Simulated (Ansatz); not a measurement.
**GaNi: zone-centre modes under pressure**

GaNi, Pm-3m, a = 2.874 Å. The structure is a COD entry; whether it is the stable form wasn't checked. Ansatz: PBEsol, PAW, 420 eV, Γ-centred 14×14×14 mesh on 2 atoms, Fermi-Dirac smearing 0.15 eV; no spin polarisation. Cell and atoms are relaxed at each pressure with the symmetry kept; optical modes at Γ by linear response, in cm⁻¹, the highest.

```tsv
P (GPa)	V (Å³/atom)	ω1
0	11.875	212.4
5	11.560	226.8
15	11.047	?
```

Task: Get the mode's Grüneisen parameter γ = −d ln ω/d ln V from the other rows and predict the missing frequency.

Result: ln(V/V0) = 0.0000, -0.0269, -0.0723; a line through ln(ω/ω0) of the 2 known rows gives ω1: γ = 2.439, predicted 253.4, computed 251.4. The miss is 0.8 %, or 5 % of the shift under pressure, so a constant γ serves at that level. In a metal these frequencies hang on the mesh and smearing.

Spin polarisation was left out, and a magnetic state may lie lower.